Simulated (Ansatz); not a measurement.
The relaxed structure here is a generated cell of Ti2AlC: the first start was made by placing the elements on the sites of a structure type, and the end was not matched to a known phase here, so it may be hypothetical.

The start is a generated cell, Ti2AlC built in the AFLOW prototype ABC2_tP4_123_d_a_f (as in CaCuO2). The structure is fully relaxed (lattice and positions, P = 0) with PBE (plane waves to 420 eV, PAW, scalar-relativistic; Ansatz, an electronic-structure program). First-step values are on the input's coarse k-mesh.

Ansatz input (later rounds restart from its end on a renewed k-mesh):
Ansatz 0.2 input:
```yaml
crystal:
  lattice:
    - [4.0585856, 0, 0]
    - [0, 4.0585856, 0]
    - [0, 0, 3.3631464]
  atoms:
    - { symbol: Al, position: [0.5, 0.5, 0.5] }
    - { symbol: C, position: [0, 0, 0] }
    - { symbol: Ti, position: [0, 0.5, 0] }
    - { symbol: Ti, position: [0.5, 0, 0] }
basis: { ecutwfc: 420, ecutrho_ratio: 4, xc_grid: 2, fft_grid_basis: typed }
kpoints: { mp_grid: { grid: [6, 6, 7] } }
hamiltonian:
  xc: pbe
  dispersion: none
  pseudopotentials: { kind: paw }
scf: { occupations: { method: fermi_dirac, width: 0.05 } }
relax: { f_tol: 0.01, max_steps: 100, cell: { stress_tol: 0.02 } }
output: { forces: true, stress: true }
```

```json
{
 "initial_pressure": "+19 GPa (positive: the cell is compressed)",
 "energy_released": "0.11 eV/atom",
 "volume_change": "+15.9 %, from 13.85 to 16.05 Å³/atom",
 "Shortest distances (start → end)": "The closest pairs of elements (up to four, under 3.6 Å), start → end: C–Ti 2.03 → 2.09 Å; Al–Ti 2.64 → 2.78 Å; Ti–Ti 2.87 → 2.96 Å; Al–C 3.33 → 3.48 Å",
 "band_gap_at_the_end": "zero (metallic)",
 "optimiser_moves": "11"
}
```

Final values are on a 11×11×13 k-mesh of the relaxed cell. No spin polarisation in the result. The relaxed primitive cell holds an odd number of electrons. A magnetic state may lie lower.

The run could not lose the symmetry of its start, so the end can be a saddle point.

All atoms sit on sites fixed by symmetry, so only the cell could relax.
